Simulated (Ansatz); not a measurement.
Cr (bcc (W type)) was relaxed and computed twice in Ansatz (plane waves, PAW), once with LDA and once with PBEsol.

```csv
,run 1,run 2
cell,"a = 2.814 Å, b = 2.814 Å, c = 2.814 Å, α = 90.00°, β = 90.00°, γ = 90.00°","a = 2.788 Å, b = 2.788 Å, c = 2.788 Å, α = 90.00°, β = 90.00°, γ = 90.00°"
```

Question: Which run used which functional?

Answer: Run 1 is PBEsol, run 2 is LDA.

Began spin-polarised and lost the moments: Cr, bcc (W type) with PBEsol; Cr, bcc (W type) with LDA. All cells were relaxed under the symmetry of their starts (and spin orders); stability against distortions was not tested throughout.

Potentials: the earlier of the program's two PAW sets.

Ansatz (a first-principles code) is a plane-wave DFT program.
